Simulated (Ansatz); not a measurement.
SrScHO$_{2}$ in space group P4/mmm (No. 123; Sr on 1d, Sc on 1a, O on 2f, H on 1b) at seven volumes, the program Ansatz at the r²SCAN level (PAW), shape and atoms relaxed at each. One row is withheld.

```csv
V (Å³/atom),P (GPa)
11.814,?
12.203,7.92
12.593,3.65
12.982,0.00
13.372,-3.13
13.761,-5.81
14.151,-8.10
```

Q: Fit the shown pressures and predict the withheld one.

A: Third-order Birch–Murnaghan: P = (3/2)B₀(x^(7/2) − x^(5/2))[1 + (3/4)(B′ − 4)(x − 1)] with x = (V₀/V)^(2/3). Least squares on the six rows gives V₀ = 12.982 Å³/atom, B₀ = 112.5 GPa, B′ = 4.18. At V = 11.814, x = 1.0649 and P = 12.92 GPa. The run itself gave 12.92 GPa.

The start of the workflow was typed in or built on a structure type; neither database checked (COD, Materials Project) lists it. Its standing as an ambient phase is unchecked. The r²SCAN relaxation kept the symmetry of its start; whether a distortion lowers the energy is not shown. The run is not spin-polarised.

Potentials: the earlier of the program's two PAW sets.
